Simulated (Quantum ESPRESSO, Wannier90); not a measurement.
Nb (bcc (W type)): Wannier90 run

```xyz
1
Lattice="-1.6588 1.6588 1.6588 1.6588 -1.6588 1.6588 1.6588 1.6588 -1.6588" Properties=species:S:1:pos:R:3 pbc="T T T"
Nb     0.0000     0.0000     0.0000
```

Structure: Materials Project mp-75, symmetrised, not relaxed again. This is the element's usual structure. Method: PBEsol plane waves in Quantum ESPRESSO 7.5 (PseudoDojo norm-conserving files, 66 Ry, spinors with spin-orbit coupling), Bloch states on a 10×10×10 mesh through Γ, Wannier90 4.0.1. Density: 18×18×18 mesh, cold smearing 0.01 Ry.

Base run: 18 functions from bands 9-42 of the 42 computed, start hydrogen-like Nb: s;p;d, frozen window up to 1.50 eV relative to the Fermi level, outer window open. One setting was then changed (edges relative to the Fermi level; misfit to pw.x on a path, for states up to 1.0 eV relative to the Fermi level).

| run | Ω_I (Å²) | rms misfit (meV) | worst (meV) |
|---|---|---|---|
| base | 19.50 | 5.7 | 56 |
| changed | 19.79 | 2.5 | 11 |

Which change was made?
A. only the lowest 30 of the kept bands
B. frozen window to 5.50 eV
C. frozen window to -0.50 eV
D. frozen window to 2.50 eV
E. no frozen window

B, frozen window to 5.50 eV. The others give:

| run | Ω_I (Å²) | rms misfit (meV) | worst (meV) |
|---|---|---|---|
| frozen window to -0.50 eV | 19.32 | 92 | 253 |
| frozen window to 2.50 eV | 19.62 | 4.3 | 17 |
| no frozen window | 18.39 | 1079 | 2974 |
| only the lowest 30 of the kept bands | 21.22 | 4.3 | 34 |
